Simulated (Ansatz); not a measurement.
This run works on a generated trial structure, not on a known crystal.

Input and command of a plane-wave DFT calculation in Ansatz:

```yaml
crystal:
  lattice:
    - [0.0, 5.186, 5.186]
    - [5.186, 0.0, 5.186]
    - [5.186, 5.186, 0.0]
  atoms:
    - { symbol: Ag, position: [0.5, 0.5, 0.5] }
    - { symbol: Ru, position: [0.0, 0.0, 0.0], spin: 1.0 }
    - { symbol: C, position: [0.81720015, 0.18279985, 0.18279985] }
    - { symbol: C, position: [0.18279985, 0.81720015, 0.18279985] }
    - { symbol: C, position: [0.18279985, 0.18279985, 0.81720015] }
    - { symbol: C, position: [0.18279985, 0.81720015, 0.81720015] }
    - { symbol: C, position: [0.81720015, 0.18279985, 0.81720015] }
    - { symbol: C, position: [0.81720015, 0.81720015, 0.18279985] }
    - { symbol: "N", position: [0.70439645, 0.29560355, 0.29560355] }
    - { symbol: "N", position: [0.29560355, 0.70439645, 0.29560355] }
    - { symbol: "N", position: [0.29560355, 0.29560355, 0.70439645] }
    - { symbol: "N", position: [0.29560355, 0.70439645, 0.70439645] }
    - { symbol: "N", position: [0.70439645, 0.29560355, 0.70439645] }
    - { symbol: "N", position: [0.70439645, 0.70439645, 0.29560355] }
basis:
  ecutwfc: 420
kpoints:
  mp_grid: { grid: [4, 4, 4] }
hamiltonian:
  xc: pbe
scf:
  occupations: { method: gaussian, width: 0.1 }
  lower_state_search: "off"
output:
  forces: true
  stress: true
  eigenvalues: true
  populations: true
magnetization:
  spin_polarized: true
relax:
  adjacent_minimum: "off"
  f_tol: 0.04
  max_steps: 70
  cell: { stress_tol: 0.4 }
```

```bash
ansatz run input.yaml --threads 1 --pin off --max-ram 2560MiB --backend cpu --events-out ev --progress --plain --runs-dir out
```

Processor: Intel(R) Xeon(R) Platinum 8488C (Sapphire Rapids), 1 thread, on a host shared with other jobs.

Q: How long does it run, and how much memory does it take?

A: About 84 s, peak memory 0.82 GiB. It solves 59 bands at 8 k points (after reduction by symmetry) with about 5961 plane waves (on the last cell), in 61 SCF iterations over 5 ionic steps.
